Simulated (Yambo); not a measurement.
BSE-type run in Yambo on Al$_{2}$O$_{3}$ (corundum, space group R-3c, No. 167), at zero momentum.

Quantum ESPRESSO step (PBEsol, PseudoDojo standard norm-conserving files, scalar-relativistic):
```
&CONTROL
  calculation = 'nscf'
  pseudo_dir = './pseudo'
  outdir = './out'
/
&SYSTEM
  ibrav = 0
  nat = 10
  ntyp = 2
  ecutwfc = 84.0
  ecutrho = 336.0
  occupations = 'fixed'
  force_symmorphic = .true.
  nbnd = 60
/
&ELECTRONS
  conv_thr = 1e-08
  diago_full_acc = .true.
  diago_thr_init = 1e-08
/
ATOMIC_SPECIES
O 15.9990 O.upf
Al 26.9815 Al.upf
CELL_PARAMETERS angstrom
  2.402514990000   1.387092676000   4.372083000000
 -2.402514990000   1.387092676000   4.372083000000
  0.000000000000  -2.774185352000   4.372083000000
ATOMIC_POSITIONS crystal
O   0.943860000000   0.556140000000   0.250000000000
O   0.056140000000   0.443860000000   0.750000000000
O   0.250000000000   0.943860000000   0.556140000000
O   0.750000000000   0.056140000000   0.443860000000
O   0.556140000000   0.250000000000   0.943860000000
O   0.443860000000   0.750000000000   0.056140000000
Al   0.147900000000   0.147900000000   0.147900000000
Al   0.852100000000   0.852100000000   0.852100000000
Al   0.352100000000   0.352100000000   0.352100000000
Al   0.647900000000   0.647900000000   0.647900000000
K_POINTS automatic
6 6 6 0 0 0
```

Yambo input:
```
rim_cut
optics
bse
bss
dipoles
em1s
RandQpts= 1000000
RandGvec= 1 Ry
FFTGvecs= 40 Ry
Chimod= "HARTREE"
BSKmod= "SEX"
BSEmod= "resonant"
BSSmod= "hs"
BSENGexx= 15 Ry
BSENGBlk= 3 Ry
% KfnQP_E
 2.353 | 1.0 | 1.0 |
%
% BSEQptR
 1 | 1 |
%
% BSEBands
 14 | 27 |
%
% BEnRange
 0.0 | 13.2 | eV
%
% BDmRange
 0.15 | 0.15 | eV
%
BEnSteps= 264
% BLongDir
 0.0 | 0.0 | 1.0 |
%
BSHayTrs= -0.02
BSSNEig= 24
WRbsWF
% BndsRnXs
 1 | 55 |
%
NGsBlkXs= 3 Ry
% LongDrXs
 1.0 | 1.0 | 1.0 |
%
```

From the report:

The dimension is k points × valence × conduction bands = 216 × 11 × 3 = 7128.
```
  [SLEPC] Approach                          : Krylov-Schur
  [SLEPC] Number of requested eigenvalues   :  24
  [SLEPC] Number of eigenvalues        [NEV]:  24
   [K] Dimension                                    :   7128
   [K] Bands                                        :  14  27
   [K] Exchange res                                 : yes
   [K] Correlation res                              : yes
   [K] W interaction is bare                        : no
   [K] RL vectors exchange                          :   581
   [K] RL vectors correlation                       :   65
   [W] Matrix size                                  :   65
   [W] Bands                                        :    1   55
   [W] Coulomb Cutoff                               : none
   [W] Hxc Kernel                                   : HARTREE
```

Geometry of the Materials Project entry, not relaxed at this level.
